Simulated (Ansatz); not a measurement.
HfPd₂:
```
HfPd2
1.0
   -1.70279     1.70279     4.35497
    1.70279    -1.70279     4.35497
    1.70279     1.70279    -4.35497
Hf Pd
1 2
Direct
  0.00000   0.00000   0.00000
  0.33865   0.33865   0.00000
  0.66135   0.66135   0.00000
```

Relaxed with r²SCAN. Special points in fractions of this cell's reciprocal vectors: Γ (0.000, 0.000, 0.000); X (0.000, 0.000, 0.500); P (0.250, 0.250, 0.250); N (0.000, 0.500, 0.000); M (0.500, 0.500, -0.500); S (0.288, 0.712, -0.288); S0 (-0.288, 0.288, 0.288); R (-0.076, 0.076, 0.500); G (0.500, 0.500, -0.076).

Question: List the band energies nearest the Fermi level at these points for r²SCAN in the plane-wave PAW code Ansatz.

Answer: In eV from the Fermi level; about four levels below and three above (degenerate sets whole), none deeper than 8.9 eV; points with the same levels are listed once.

```tsv
k	below	above
Γ	-2.67 -2.67 -1.70 -0.67	1.70 2.16 2.16
X	-1.78 -1.64 -1.39 -1.07	0.42 2.74 2.92
P	-1.75 -1.32 -0.57 -0.57	2.84 4.30 4.30
N	-2.21 -1.46 -1.40 -0.24	1.44 1.62 2.73
M	-2.33 -2.20 -2.20 -0.97	1.36 3.84 3.84
S	-1.47 -1.01 -0.92 -0.18	2.21 2.90 3.10
R	-1.84 -1.74 -1.44 -1.11	0.76 2.82 2.89
```

Space group I4/mmm (MoSi2 or CaC2 type). The first step of the workflow began from a Materials Project structure, measured or hypothetical; the Crystallography Open Database copy checked does not list it. With Hf and Pd taken as one species the cell has the higher symmetry I4/mmm, so it may be an ordered model of a mixed-site phase. Its standing as an ambient phase is unchecked. The r²SCAN relaxation kept the symmetry of its start; its stability against distortions is not shown here. The run is not spin-polarised. Scalar-relativistic: spin–orbit coupling is off unless named, which matters more the heavier the elements.

Potentials: the later of the program's two PAW sets.
